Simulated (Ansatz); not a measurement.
Ti₂C:
```yaml
crystal:
  lattice:
    - [0.00000, 4.31000, 4.31000]
    - [4.31000, 0.00000, 4.31000]
    - [4.31000, 4.31000, 0.00000]
  atoms:
    - { symbol: Ti, position: [0.35603, 0.88132, 0.88132] }
    - { symbol: Ti, position: [0.36868, 0.36868, 0.89397] }
    - { symbol: Ti, position: [0.88132, 0.35603, 0.88132] }
    - { symbol: Ti, position: [0.36868, 0.36868, 0.36868] }
    - { symbol: Ti, position: [0.88132, 0.88132, 0.88132] }
    - { symbol: Ti, position: [0.36868, 0.89397, 0.36868] }
    - { symbol: Ti, position: [0.88132, 0.88132, 0.35603] }
    - { symbol: Ti, position: [0.89397, 0.36868, 0.36868] }
    - { symbol: C, position: [0.12500, 0.12500, 0.12500] }
    - { symbol: C, position: [0.62500, 0.12500, 0.12500] }
    - { symbol: C, position: [0.12500, 0.12500, 0.62500] }
    - { symbol: C, position: [0.12500, 0.62500, 0.12500] }
```

Relaxed with r²SCAN.

### Question
Map the valence electron density (e/Å³), cut off at 2 on the plane through (0.356, 0.881, 0.881) spanned by u = [1, 0, 0] and v = [-1, 1, 1] in lattice vectors, from DFT-r²SCAN in the program Ansatz with PAW potentials.

### Answer
x is the fraction of u, y of v (the angle between them is 90°; rows are the nearest grid lines); atoms in the plane: Ti at (0.00, 0.00), Ti at (0.50, 0.49), Ti at (0.53, 0.00), Ti at (0.03, 0.49), C at (0.01, 0.24), C at (0.51, 0.24).
```
y \ x   0.000  0.100  0.167  0.267  0.367  0.467  0.533  0.633  0.733  0.833  0.900   1.00
------  -----  -----  -----  -----  -----  -----  -----  -----  -----  -----  -----  -----
1.00     2.00   2.00  0.289  0.136  0.361   2.00   2.00   2.00  0.241  0.349   2.00   2.00
0.925    2.00  0.558  0.168  0.136  0.182   1.58   2.00  0.471  0.194  0.210  0.575   2.00
0.850   0.150  0.142  0.137  0.136  0.137  0.147  0.149  0.136  0.143  0.140  0.136  0.150
0.775   0.130  0.134  0.136  0.137  0.135  0.132  0.130  0.131  0.134  0.133  0.130  0.130
0.700   0.131  0.130  0.131  0.134  0.131  0.129  0.131  0.135  0.137  0.136  0.135  0.131
0.625   0.173  0.151  0.143  0.150  0.143  0.167  0.171  0.141  0.136  0.137  0.143  0.173
0.550    2.00   1.94  0.320  0.203  0.372   2.00   2.00  0.341  0.138  0.152  0.420   2.00
0.450    2.00   2.00  0.497  0.221  0.642   2.00   2.00  0.618  0.137  0.165  0.841   2.00
0.375   0.577  0.390  0.228  0.185  0.238  0.538  0.559  0.248  0.153  0.173  0.266  0.577
0.300    1.45  0.925  0.414  0.214  0.455   1.31   1.42  0.595  0.219  0.302  0.658   1.45
0.225    1.71   1.30  0.516  0.228  0.578   1.70   1.74  0.854  0.255  0.378  0.959   1.71
0.150   0.772  0.496  0.273  0.173  0.292  0.672  0.761  0.389  0.200  0.242  0.418  0.772
0.0750   2.00  0.592  0.182  0.137  0.199   1.59   2.00  0.488  0.199  0.219  0.592   2.00
0.000    2.00   2.00  0.289  0.136  0.361   2.00   2.00   2.00  0.241  0.349   2.00   2.00
```

The density is the valence pseudo-density with augmentation charge, so density and ELF within about 1 Å of a nucleus are not all-electron values.

Space group Fd-3m. The first step of the workflow began from a Materials Project structure, measured or hypothetical; the Crystallography Open Database copy checked does not list it. Whether it is the stable phase at ambient conditions was not checked. The cell was relaxed with r²SCAN under the symmetry of its start; of distortions, only those at the zone centre were tested. No spin polarisation was allowed.

Potentials: the later of the program's two PAW sets.
